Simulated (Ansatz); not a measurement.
# Ti3C2 under strain

All numbers below come from DFT PBEsol, scalar-relativistic, plane waves, PAW in Ansatz. Settings: 420 eV cutoff, 12×12×4 k-mesh, Gaussian smearing of 0.10 eV, no spin polarisation.

Starting point, cell and atoms relaxed:

```yaml
crystal:
  lattice:
    - [3.04209, 0.00000, 0.00000]
    - [-1.52104, 2.63453, 0.00000]
    - [0.00000, 0.00000, 14.98465]
  atoms:
    - { symbol: Ti, position: [0.33333, 0.66667, 0.84379] }
    - { symbol: Ti, position: [0.66667, 0.33333, 0.34379] }
    - { symbol: Ti, position: [0.66667, 0.33333, 0.15621] }
    - { symbol: Ti, position: [0.33333, 0.66667, 0.65621] }
    - { symbol: Ti, position: [0.00000, 0.00000, 0.00000] }
    - { symbol: Ti, position: [0.00000, 0.00000, 0.50000] }
    - { symbol: C, position: [0.66667, 0.33333, 0.91438] }
    - { symbol: C, position: [0.33333, 0.66667, 0.41438] }
    - { symbol: C, position: [0.66667, 0.33333, 0.58562] }
    - { symbol: C, position: [0.33333, 0.66667, 0.08562] }
```

Deformation: biaxial strain in the a-b plane, with the length and tilt of c and the atoms relaxed, all within the symmetry that the strain leaves. Energies are extrapolated to zero smearing.

Q: Give the structure at -2.0 %.

A:
```yaml
crystal:
  lattice:
    - [2.98125, 0.00000, 0.00000]
    - [-1.49062, 2.58184, 0.00000]
    - [0.00000, 0.00000, 15.06905]
  atoms:
    - { symbol: Ti, position: [0.33333, 0.66667, 0.84219] }
    - { symbol: Ti, position: [0.66667, 0.33333, 0.34219] }
    - { symbol: Ti, position: [0.66667, 0.33333, 0.15781] }
    - { symbol: Ti, position: [0.33333, 0.66667, 0.65781] }
    - { symbol: Ti, position: [0.00000, 0.00000, 0.00000] }
    - { symbol: Ti, position: [0.00000, 0.00000, 0.50000] }
    - { symbol: C, position: [0.66667, 0.33333, 0.91424] }
    - { symbol: C, position: [0.33333, 0.66667, 0.41424] }
    - { symbol: C, position: [0.66667, 0.33333, 0.58576] }
    - { symbol: C, position: [0.33333, 0.66667, 0.08576] }
```
Space group P6_3/mmc (194), 13.7 meV/atom over the relaxed crystal.